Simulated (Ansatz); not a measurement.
CdSe:
```
CELL_PARAMETERS angstrom
      4.34018     0.00000     0.00000
     -2.17009     3.75870     0.00000
      0.00000     0.00000     7.07772
ATOMIC_POSITIONS crystal
  Cd 0.66667 0.33333 0.00056
  Cd 0.33333 0.66667 0.50056
  Se 0.66667 0.33333 0.62464
  Se 0.33333 0.66667 0.12464
```

Relaxed with r²SCAN. Special points in fractions of this cell's reciprocal vectors: Γ (0.000, 0.000, 0.000); M (0.500, 0.000, 0.000); K (0.333, 0.333, 0.000); A (0.000, 0.000, 0.500); L (0.500, 0.000, 0.500); H (0.333, 0.333, 0.500).

Q: List the band energies nearest the valence-band maximum at these points for plane-wave PAW r²SCAN (Ansatz code).

A: In eV from the valence-band maximum; about four levels below and three above (degenerate sets whole), none deeper than 8.9 eV; points with the same levels are listed once.

| k | below | above |
|---|---|---|
| Γ | -0.73 -0.73 -0.04 0.00 0.00 | 1.10 2.65 6.40 6.40 |
| M | -2.57 -1.80 -1.28 -0.73 | 3.63 3.72 5.10 |
| K | -2.97 -1.81 -1.81 -1.63 | 4.56 5.16 5.16 |
| A | -0.38 -0.38 -0.38 -0.38 | 2.79 2.79 6.26 6.26 |
| L | -1.31 -1.31 -1.30 -1.30 | 3.34 3.34 5.28 5.28 |
| H | -2.36 -2.36 -1.08 -1.08 | 4.20 4.20 6.13 6.13 |

Space group P6_3mc (wurtzite). The cell was relaxed with r²SCAN under the symmetry of its start. Spin–orbit coupling is left out wherever it is not named.

Potentials: the later of the program's two PAW sets.
